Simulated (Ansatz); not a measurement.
SrO (rock salt)

```
CELL_PARAMETERS angstrom
      0.00000     2.59750     2.59750
      2.59750     0.00000     2.59750
      2.59750     2.59750     0.00000
ATOMIC_POSITIONS crystal
  O  0.00000 0.00000 0.00000
  Sr 0.50000 0.50000 0.50000
```

The slice is a {110} plane (indices of the conventional cell) through the point (0.500, 0.500, 0.500) (fractional), spanned by u = [100] and v = [1 -1 -1] in vectors of this cell: u (3.67 Å) and v (5.20 Å, at 90° to u). It covers one period; positions are fractions (u, v).

Level of theory: PBE (plane waves to 420 eV, PAW, scalar-relativistic; Ansatz, a program for electronic structure). k mesh 11×11×11. Inside the PAW spheres the values are not all-electron values, and peaks at nuclei hang on which shells count as valence. SrO was relaxed with its symmetry unable to fall.

Problem. What is the ELF at the density minimum of the shortest O–Sr line in this plane (2.60 Å)?

Solution. 0.1.

Problem. What is the valence density on the shortest O–Sr line in this plane (2.60 Å), at its minimum between the atoms?

Solution. 0.22 e/Å³.

Problem. Sketch the electrostatic potential energy of an electron, from the cell's mean on this plane as a map.

Solution. 
```
|xxxxx :+**+: xxxx|
|xxxxx -+##+- xxxx|
|xxxx .=*##*=. xxx|
|xxx  -+*##*+-  xx|
|   .-+*####*+-.  |
|-==+*########*+==|
|##%%%%######%%%%#|
|xxx@@@%####%@@@xx|
|xxxx@@%####%@@xxx|
|xxxxx@%####%@xxxx|
|xxxxx@%####%@xxxx|
|xxxxx@%####%@xxxx|
|xxxxx@%####%@xxxx|
|xxxxx@%####%@xxxx|
|xxxx@@%####%@@xxx|
|xxx@@@%####%@@@xx|
|##%%%%######%%%%#|
|-==+*########*+==|
|   .-+*####*+-.  |
|xxx  -+*##*+-  xx|
|xxxx .=*##*=. xxx|
|xxxxx -+##+- xxxx|
|xxxxx :+**+: xxxx|
|xxxxx :+**+: xxxx|
```
Scale: ten equal steps from 2.00 (start of ' ') to 10.47 (end of '@'), in the order ' .:-=+*#%@'. Values: electrostatic potential energy of an electron, from the cell's mean, in eV. The map has 17 points along u (one character each, u = 0 at the left) and 24 along v (v = 0 in the bottom row). Points within 1 Å of a nucleus are blanked (x), as the pseudised field means little there. Values under 2 eV are set to 2. The zero, the cell's mean, hangs on the PAW cores.
